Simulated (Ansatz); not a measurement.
Problem. BN in space group P6_3mc (No. 186; Pearson symbol hP12) is relaxed with DFT-HSE06 in the program Ansatz with PAW potentials. What lattice parameters of the conventional cell result?

Solution. a = 2.540 Å, c = 12.495 Å.

Problem. Give the free coordinates with the occupied sites.

Solution. In one choice of origin and axes:

```csv
atom,site,symmetry,x,y,z
B,2a,3m.,0.0000,0.0000,0.0001
B,2b,3m.,0.3333,0.6667,0.3327
B,2b,3m.,0.6667,0.3333,0.1666
N,2a,3m.,0.0000,0.0000,0.3744
N,2b,3m.,0.3333,0.6667,0.2081
N,2b,3m.,0.6667,0.3333,0.0419
```

Problem. Is it a metal or does it have a gap at this level?

Solution. A gap of 6.59 eV, indirect.

A made-up cell: these elements were put on the sites of a structure type. Its sites differ from those of the usual phase in this space group: another stacking or structure type. The cell was relaxed with HSE06 under the symmetry of its start; whether a distortion lowers the energy is not shown. The hybrid was solved on a coarse mesh, the path and, where they were found, the r²SCAN edge points; its band edges are the extreme levels among these.

Potentials: the later of the program's two PAW sets.
